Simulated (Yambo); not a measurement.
A G0W0@PBEsol run in Yambo for MoS₂ (space group P6_3/mmc, No. 194) (6×6×1 Γ-centred k mesh, bands 3 to 221 and a 8 Ry block in the screening, 221 bands in G with the Bruneval-Gonze terminator, plasmon pole fitted at 27.2 eV) gives these matrix elements, in eV, at the band edges (Γ → K):

```tsv
state	E0	<Vxc>	<Σx>	<Σc(E0)>	Z
valence edge	0.000	-16.148	-16.886	0.587	0.777
conduction edge	1.203	-17.500	-13.377	-3.515	0.777
```

Q: Solve the linearised quasiparticle equation for both states, give the gap, and say how exchange and correlation each act on it.

A: E = E0 + Z(Σx + Σc − Vxc). Valence: 0.000 + 0.777 × (-16.886 + (0.587) − (-16.148)) = -0.12 eV. Conduction: 1.203 + 0.777 × (-13.377 + (-3.515) − (-17.500)) = 1.68 eV. The gap is 1.79 eV, against 1.20 eV in PBEsol. Replacing Vxc by bare exchange alone would open it by 4.86 eV; correlation takes back 4.10 eV of that, and Z scales what is left. Nearest settings tried, and what they do to the gap: 143 bands in G: +1 meV; 143 bands in W, 143 bands in G: +8 meV; 7 Ry block (279 vectors against 317): -7 meV; 3×3×1 mesh: +135 meV. So the settings aren't converged at that level. Spin-orbit splittings are left out.

Geometry of the Materials Project entry, not relaxed at this level; primitive cell a = 3.1922 Å, b = 3.1922 Å, c = 13.3783 Å, α = 90.00°, β = 90.00°, γ = 120.00°.

The distance between layers or molecules is the database entry's, not relaxed here. Functionals without dispersion can leave it too large, which widens gaps and weakens the response across layers: the numbers belong to this cell.
